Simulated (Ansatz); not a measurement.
## ZrB: computed property card

ZrB:
```xyz
2
Lattice="0.0000 2.4558 2.4558 2.4558 0.0000 2.4558 2.4558 2.4558 0.0000" Properties=species:S:1:pos:R:3 pbc="T T T"
Zr     0.0000     0.0000     0.0000
B      2.4558     2.4558     2.4558
```

Space group Fm-3m (No. 225), rock salt; conventional cell a = b = c = 4.9116 Å, α = β = γ = 90.00°.

Method: r²SCAN in the plane-wave PAW code Ansatz. Structure relaxed to zero pressure with the same functional. Other levels are named where they apply.

### Cell and energy

* **Volume per atom**: 14.81 Å³
* **Density**: 5.72 g/cm³
* **Formation energy from the elements (no fitted shifts)**: -43 kJ/mol-atom

### Electronic structure

- Electronic character: metallic (no gap)
- Density of states at the Fermi level: 0.56 states/eV per atom (mean over ±0.08 eV)
- Gap with spin–orbit coupling: none (metallic)

### Mechanics

* **Bulk modulus (Birch–Murnaghan fit)**: 163 GPa
* **Pressure derivative B′**: 3.8

### Charges

- Bader charges = Zr +1.66, B -1.66 e

The workflow started from an entry of the Crystallography Open Database (COD). Its standing as an ambient phase is unchecked. The r²SCAN relaxation kept the symmetry of its start; whether a distortion lowers the energy is not shown. No spin polarisation was allowed. The volume moved by 18 % from the start of the relaxation. The references are the lowest solids computed at this level, not always the standard phases. Scalar-relativistic: spin–orbit coupling is off unless named, which matters more the heavier the elements.

Potentials: the later of the program's two PAW sets.
